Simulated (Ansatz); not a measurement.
GaP (wurtzite, P6_3mc) at seven volumes, plane-wave PAW LDA (Ansatz code), shape and atoms relaxed at each. One row is withheld.

```tsv
V (Å³/atom)	P (GPa)
17.815	?
18.402	6.37
18.989	2.92
19.577	0.00
20.164	-2.49
20.751	-4.59
21.339	-6.38
```

Q: Fit the shown pressures and predict the withheld one.

A: Third-order Birch–Murnaghan: P = (3/2)B₀(x^(7/2) − x^(5/2))[1 + (3/4)(B′ − 4)(x − 1)] with x = (V₀/V)^(2/3). Least squares on the six rows gives V₀ = 19.576 Å³/atom, B₀ = 89.68 GPa, B′ = 4.47. At V = 17.815, x = 1.0649 and P = 10.44 GPa. The run itself gave 10.42 GPa.

The first step of the workflow began from a Materials Project structure, measured or hypothetical; the Crystallography Open Database copy checked does not list it. It is not the phase usual at ambient conditions (space group No. 216). Symmetry was held in the LDA relaxation; whether a distortion lowers the energy is not shown. Scalar-relativistic: spin–orbit coupling is off unless named, which matters more the heavier the elements.

Potentials: the later of the program's two PAW sets.
